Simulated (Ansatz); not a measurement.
Input:

TaCo3:
```xyz
4
Lattice="3.5893 0.0000 0.0000 0.0000 3.5893 0.0000 0.0000 0.0000 3.5893" Properties=species:S:1:pos:R:3 pbc="T T T"
Co     0.0000     1.7947     1.7947
Co     1.7947     0.0000     1.7947
Co     1.7947     1.7947     0.0000
Ta     0.0000     0.0000     0.0000
```

This is the PBEsol-relaxed structure.

### Question
All from the program Ansatz at the PBEsol level (PAW), unless another level is named. Estimate the density of states at the Fermi level.

### Answer
0.77 states/eV per atom (mean over ±0.08 eV).

### Question
What about the formation energy from the elements (no fitted shifts)?

### Answer
-277 meV/atom.

### Question
Give the gap with spin–orbit coupling.

### Answer
none (metallic).

Space group Pm-3m (Cu3Au type). The workflow started from an entry of the Crystallography Open Database (COD), which files this formula under 2 space groups. Whether it is the stable phase at ambient conditions was not checked. The cell was relaxed with PBEsol under the symmetry of its start; of distortions, only those at the zone centre were tested. The workflow began spin-polarised and lost its moments. The references are the lowest solids computed at this level, not always the standard phases. Scalar-relativistic: spin–orbit coupling is off unless named, which matters more the heavier the elements.

Potentials: the later of the program's two PAW sets.
